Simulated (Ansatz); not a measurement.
**FeO — quadrupolar parameters**

The cell is an entry of the Crystallography Open Database (COD) whose atoms were relaxed with PBE, the cell held.

```yaml
crystal:
  lattice:
    - [1.51882, 0.87689, 2.51958]
    - [-1.51882, 0.87689, 2.51958]
    - [0.00000, -1.75378, 2.51958]
  atoms:
    - { symbol: Fe, position: [0.00000, 0.00000, 0.00000] }
    - { symbol: O, position: [0.50000, 0.50000, 0.50000] }
```

Sites (sets of like atoms) are named by element and the number of their first atom in this list.

All values are calculated (Ansatz; DFT, PBE+U (U = 4.0 eV on Fe d), plane waves and PAW, scalar-relativistic, collinear spin, 420 eV cutoff, Γ-centred 13×13×13 k-points, Fermi–Dirac smearing 0.05 eV), not measured. Start moments as typed (μB): 4 on each Fe, none on the rest.

V_zz is the principal component of the electric field gradient with the largest magnitude, η = (V_xx − V_yy)/V_zz and C_Q = eQV_zz/h.

¹⁷O: I = 5/2, Q = -25.58 mb. Q values from Pyykkö, Mol. Phys. 116, 1328 (2018).

| site | atoms (order as listed) | first shell | V_xx, V_yy, V_zz (10²¹ V/m²) | η | C_Q (MHz) |
| --- | --- | --- | --- | --- | --- |
| Fe | 1 | 6 O at 2.16 Å | 10.52, 10.52, -21.0 | 0.00 | – |
| O | 2 | 6 Fe at 2.16 Å | -0.094, -0.094, 0.19 | 0.00 | -0.116 |

An axis of threefold or higher order runs through Fe and O, so V_zz lies along it and η is zero.

Fe has no stable isotope with a ground-state quadrupole moment in the table, so no C_Q is given.

At this cell the PBE+U pressure is 11 GPa, so with PBE+U the cell would grow if it were relaxed. The entry's cell may itself be off. With these PAW files V_zz is typically within 2 to 3 % of all-electron values, but misses above 10 % occur on Fe. With a gap of 1.0 eV on this mesh, small gradients can still move by 0.1 × 10²¹ V/m² or more as the k-mesh gets denser. Measured FeO orders antiferromagnetically, but in this run all moments are parallel, as the start or the cell imposes: fields and spin densities carried over to other atoms belong to this order alone, and gaps, moments and gradients can differ too.
